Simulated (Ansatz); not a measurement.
BaGaHO2:
```
CELL_PARAMETERS angstrom
      3.97577     0.00000     0.00000
      0.00000     3.97577     0.00000
      0.00000     0.00000     3.84706
ATOMIC_POSITIONS crystal
  Ba 0.50000 0.50000 0.50000
  Ga 0.00000 0.00000 0.00000
  O  0.50000 0.00000 0.00000
  O  0.00000 0.50000 0.00000
  H  0.00000 0.00000 0.50000
```

Relaxed with PBEsol. Independent-particle spectrum: no excitons, no local fields, no scissors shift; 0.1 eV broadening; ε₁ of the summed bands alone.

Task: Tabulate the dielectric function from PBEsol in the plane-wave PAW code Ansatz.

Result: 

```csv
E (eV),ε₁ xx,ε₂ xx,ε₁ zz,ε₂ zz
0.0,5.59,0.00,7.94,0.00
0.4,5.64,0.00,9.08,0.30
0.8,5.79,0.07,7.15,2.84
1.2,5.97,0.19,6.10,2.25
1.6,6.27,0.66,5.79,1.87
2.0,6.09,1.00,5.74,1.65
2.4,6.01,1.17,5.83,1.53
2.8,6.03,1.31,6.02,1.50
3.2,6.13,1.50,6.33,1.57
3.6,6.27,1.80,6.76,1.79
4.0,6.39,2.09,7.34,2.23
4.4,6.55,2.75,8.18,3.02
4.8,6.55,3.82,10.16,5.98
5.2,5.44,3.77,6.30,9.32
5.6,6.32,3.20,1.03,6.70
6.0,7.13,6.60,1.94,4.97
6.4,2.50,7.23,2.57,4.69
6.8,2.70,5.39,2.46,4.61
7.2,2.42,4.77,1.81,4.81
7.6,2.33,4.46,1.82,3.71
8.0,2.32,4.99,2.11,3.49
8.4,1.26,4.30,2.71,4.19
8.8,2.16,3.81,2.90,5.59
9.2,2.62,5.48,1.95,7.68
9.6,0.87,5.32,-1.02,4.75
10.0,-0.20,4.41,-0.71,3.47
10.4,0.09,3.61,-0.06,3.23
10.8,0.25,3.39,0.02,3.20
11.2,0.15,3.62,-0.12,3.23
11.6,-0.56,3.17,-0.86,3.08
12.0,-0.78,2.46,-0.89,2.50
```

Task: From ε at 1.4 eV (xx: 6.18 + 0.29i), find n, k, the normal reflectivity and the absorption coefficient.

Result: n = 2.49, k = 0.058, R = 18 %, α = 2kE/ħc = 8200 cm⁻¹.

With all bands, ε∞ without local fields is 5.82 (xx = yy), 8.16 (zz). DFPT, with local fields, gives 5.66 (xx = yy), 7.93 (zz).

Space group P4/mmm. The start of the workflow was typed in or built on a structure type; neither database checked (COD, Materials Project) lists it. Its standing as an ambient phase is unchecked. The cell was relaxed with PBEsol under the symmetry of its start; phonons show weakly imaginary modes. Scalar-relativistic: spin–orbit coupling is off unless named, which matters more the heavier the elements.

Potentials: the earlier of the program's two PAW sets. The files were generated under PBE; for other functionals the program regenerates the frozen cores, and for LDA and PBEsol the local potential too.
